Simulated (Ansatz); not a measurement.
NbSi2 in space group P6_422 (No. 181; Si on 6i, Nb on 3c), PBEsol (plane waves, PAW; program Ansatz), all energies at zero smearing, with the estimated change up to a 700 eV cutoff added, with one set of potentials and settings (totals compare only within such a set). Cell of 9 atoms (6 Si, 3 Nb): -17221.257 eV.

```csv
element,reference phase,E (eV/atom)
Si,"Fd-3m, 2 atoms in the cell",-621.4920
Nb,"Im-3m, 1 atoms in the cell",-4495.4542
```

Formation energy per atom, worked out: (-17221.257 − 6×(-621.4920) − 3×(-4495.4542))/9 = -0.660 eV/atom (-64 kJ per mol of atoms), at 0 K, without zero-point energy or fitted corrections.

The workflow started from an entry of the Crystallography Open Database (COD), which files this formula under 2 space groups. Its standing as an ambient phase is unchecked. Symmetry was held in the PBEsol relaxation; its stability against distortions is not shown here. The run is not spin-polarised. The references are the lowest solids computed at this level, not always the standard phases.

Potentials: the later of the program's two PAW sets.
